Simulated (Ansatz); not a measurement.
NbSiAs in space group P4/nmm (No. 129; As on 2c, Si on 2a, Nb on 2c) at seven volumes, plane-wave PAW r²SCAN (Ansatz code), shape and atoms relaxed at each. One row is withheld.

```csv
V (Å³/atom),P (GPa)
14.742,18.58
15.228,11.35
15.714,5.22
16.200,0.00
16.686,-4.42
17.172,-8.14
17.658,?
```

Q: Fit the shown pressures and predict the withheld one.

A: Third-order Birch–Murnaghan: P = (3/2)B₀(x^(7/2) − x^(5/2))[1 + (3/4)(B′ − 4)(x − 1)] with x = (V₀/V)^(2/3). Least squares on the six rows gives V₀ = 16.201 Å³/atom, B₀ = 159.4 GPa, B′ = 4.46. At V = 17.658, x = 0.9442 and P = -11.33 GPa. The run itself gave -11.21 GPa.

The workflow started from an entry of the Crystallography Open Database (COD). Whether it is the stable phase at ambient conditions was not checked. Symmetry was held in the r²SCAN relaxation; its stability against distortions is not shown here. No spin polarisation was allowed.

Potentials: the later of the program's two PAW sets.
